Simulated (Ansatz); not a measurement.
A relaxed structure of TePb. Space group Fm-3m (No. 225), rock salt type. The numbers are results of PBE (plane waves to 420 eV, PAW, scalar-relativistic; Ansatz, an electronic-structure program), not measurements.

```cif
data_PbTe
_chemical_formula_sum 'Pb1 Te1'
_space_group_name_H-M_alt 'P 1'
_space_group_IT_number 1
_cell_length_a 4.64554
_cell_length_b 4.64554
_cell_length_c 4.64554
_cell_angle_alpha 60.000
_cell_angle_beta 60.000
_cell_angle_gamma 60.000
loop_
_space_group_symop_operation_xyz
  'x, y, z'
loop_
_atom_site_label
_atom_site_type_symbol
_atom_site_fract_x
_atom_site_fract_y
_atom_site_fract_z
_atom_site_occupancy
Pb1 Pb 0.00000 0.00000 0.00000 1
Te1 Te 0.50000 0.50000 0.50000 1
```

```yaml
volume_per_atom: 35.45 Å³
band_gap: 0.83 eV, direct at L (no spin-orbit coupling)
shortest_distances: Pb–Te 3.28 Å
k-mesh: 9×9×9
```

No spin polarisation in the result. Without spin-orbit coupling the bands of the heavy element are not split, so the gap can be far off.

Measured for TePb: gap 0.19 eV (0 K or low temperature; as listed in arXiv:2302.06325). Computed minus measured — gap: PBE +0.64 eV. The computed values are for a static lattice, and a measured gap can be an optical one, lowered by exciton binding.

The run could not lose the symmetry of its start.

All atoms sit on sites fixed by symmetry, so only the cell could relax.
